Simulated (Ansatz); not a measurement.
Given:

RbIn6Au4:
```cif
data_Au4In6Rb
_chemical_formula_sum 'Au4 In6 Rb1'
_space_group_name_H-M_alt 'P 1'
_space_group_IT_number 1
_cell_length_a 8.14810
_cell_length_b 8.14810
_cell_length_c 4.51788
_cell_angle_alpha 90.000
_cell_angle_beta 90.000
_cell_angle_gamma 120.000
loop_
_space_group_symop_operation_xyz
  'x, y, z'
loop_
_atom_site_label
_atom_site_type_symbol
_atom_site_fract_x
_atom_site_fract_y
_atom_site_fract_z
_atom_site_occupancy
Au1 Au 0.33333 0.66667 0.00000 1
Au2 Au 0.79473 0.20527 0.50000 1
Au3 Au 0.41054 0.20527 0.50000 1
Au4 Au 0.79473 0.58946 0.50000 1
In1 In 0.19736 0.80264 0.50000 1
In2 In 0.60528 0.80264 0.50000 1
In3 In 0.19736 0.39472 0.50000 1
In4 In 0.53498 0.46502 0.00000 1
In5 In 0.93005 0.46502 0.00000 1
In6 In 0.53498 0.06995 0.00000 1
Rb1 Rb 0.00000 0.00000 0.00000 1
```

This is the r²SCAN-relaxed structure.

**Question.** All from r²SCAN (plane waves, PAW; program Ansatz), unless another level is named. Estimate the formation energy from the elements (no fitted shifts).

**Answer.** -0.33 eV/atom.

**Question.** Give the density of states at the Fermi level.

**Answer.** 0.32 states/eV per atom (mean over ±0.08 eV).

Space group P-6m2. The workflow started from an entry of the Crystallography Open Database (COD, 293 K). Whether it is the stable phase at ambient conditions was not checked. Symmetry was held in the r²SCAN relaxation; its stability against distortions is not shown here. The references are the lowest solids computed at this level, not always the standard phases. Spin–orbit coupling is left out wherever it is not named.

Potentials: the later of the program's two PAW sets.
